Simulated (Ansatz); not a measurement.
The cell is COD entry 9008604, as deposited and not checked against the literature; nothing was relaxed.

An input for BiTe: DFT, PBEsol, PAW with Ansatz's default frozen-core files, scalar-relativistic (Ansatz 0.2.0). The PAW files were made with PBE; their cores are remade for this functional.

```yaml
crystal:
  lattice:
    - [0.0, 3.235, 3.235]
    - [3.235, 0.0, 3.235]
    - [3.235, 3.235, 0.0]
  atoms:
    - { symbol: Bi, position: [0.0, 0.0, 0.0] }
    - { symbol: Te, position: [0.5, 0.5, 0.5] }
kpoints:
  mp_grid: { grid: [10, 10, 10] }
  band_path:
    path:
      - [0.0, 0.0, 0.0]
      - [0.5, 0.0, 0.5]
      - [0.625, 0.25, 0.625]
      - [0.375, 0.375, 0.75]
      - [0.0, 0.0, 0.0]
      - [0.5, 0.5, 0.5]
      - [0.5, 0.25, 0.75]
      - [0.5, 0.0, 0.5]
    npoints: 5
scf:
  occupations: { method: fermi_dirac, width: 0.03 }
hamiltonian:
  xc: pbesol
  pseudopotentials: { kind: paw }
output:
  forces: true
  stress: true
  eigenvalues: true
  efg: { contact_densities: true }
```

The results part of the log:

```
SCF 1 converged in 6 iterations: F = -19143.659577 eV  dr2 = 2.03e-8
  greatest PAW one-centre occupation: 0.998 electrons in one spin orbital (limit 2), on the Te atom at site 1 (counted from 0), in its partial waves of l = 2
NSCF: frozen V_eff on 36 k-points
SCF converged after 6 iterations
Free energy (F): -19143.659577 eV
Harris-Foulkes:  -19143.659577 eV  (|F-HF|=2.07e-9)
Internal energy: -19143.654657 eV  (E = F + TS)
E sigma→0 (E₀):  -19143.657117 eV
Entropy (-TS):   -0.004920 eV (-2.460 meV/atom)
Fermi energy:    9.635611 eV
--- Per-component energies (eV) ---
  E_band       = -367.493935
  E_kinetic    = 482.182811
  E_local      = -2765.389633  (includes V_loc(G=0)·N_el)
  E_nonlocal   = 254.289452
  E_hartree    = 1288.233440
  E_xc         = -273.490331
  E_vxc        = -248.023313  (∫ρ·V_xc dr)
  E_paw        = -15093.788596  (= ΣΔE_a)
  E_vpaw       = -667.026211  (= ΣTr[D̂ρ^β])
  E_aug_tail   = -0.000643  (compensation charges beyond the density's cutoff)
  E_ewald      = -3036.155726
  E_core_change = 0.464567  (= ΣΔE_core)
  E_smearing   = -0.004920  (= −TS)
  E_closure    = -0.000000  (closes the sum)
  Σ components = -19143.659577   (vs F -19143.659577, Δ=0.00e0)
--- Forces (eV/Å), atoms counted from 1 ---
  atom   1  Bi    -0.00000000     0.00000000    -0.00000000
  atom   2  Te     0.00000000    -0.00000000    -0.00000000
  max |Σ_I F_I| component: 2.70e-29 eV/Å
--- Stress (GPa, compression-positive) ---
       -1.670742       0.000000       0.000000
       -0.000000      -1.670742       0.000000
       -0.000000      -0.000000      -1.670742
  P = ⅓ Tr σ = -1.6707 GPa (-16.707 kbar)
--- PAW observables at the nuclei: V_zz in 10²¹ V/m², potentials from the cell's mean, atoms counted from 1 ---
  atom   1  Bi V_zz =    -0.000000   η = 0.0000   by run symmetry: forbidden
            electrostatic potential = -17829.585161 V   contact ρ = 17884029.759467 e/Å³
  atom   2  Te V_zz =    +0.000000   η = 0.0000   by run symmetry: forbidden
            electrostatic potential = -8648.833717 V   contact ρ = 1466692.525472 e/Å³
--- Band table (eV; the first three rows and the last of 47) ---
  k-point 0: bands = ["-27.5367", "-27.5367", "-27.5349", "-27.5349", "-27.5349", "-13.4167", "-13.4167", "-13.4117", "-13.4117", "-13.4117", "-3.8720", "1.5203", "7.1279", "7.1279", "7.1279", "11.8077", "11.8077", "11.8077", "14.3160", "14.3160"]
  k-point 1: bands = ["-27.5367", "-27.5367", "-27.5348", "-27.5348", "-27.5348", "-13.4171", "-13.4171", "-13.4115", "-13.4112", "-13.4112", "-3.7826", "1.2969", "7.1567", "7.1567", "7.2178", "11.3676", "11.4542", "11.4542", "14.1680", "14.4977"]
  k-point 2: bands = ["-27.5366", "-27.5366", "-27.5348", "-27.5347", "-27.5347", "-13.4183", "-13.4183", "-13.4111", "-13.4096", "-13.4096", "-3.5167", "0.7097", "7.2486", "7.2486", "7.4252", "10.5253", "10.7055", "10.7055", "14.2213", "15.0211"]
  k-point 46: bands = ["-27.5368", "-27.5363", "-27.5347", "-27.5344", "-27.5340", "-13.4275", "-13.4163", "-13.4105", "-13.4062", "-13.4013", "-1.6896", "-1.0603", "4.4458", "4.9373", "7.5908", "9.9864", "13.1943", "13.9047", "14.0971", "15.6316"]
```
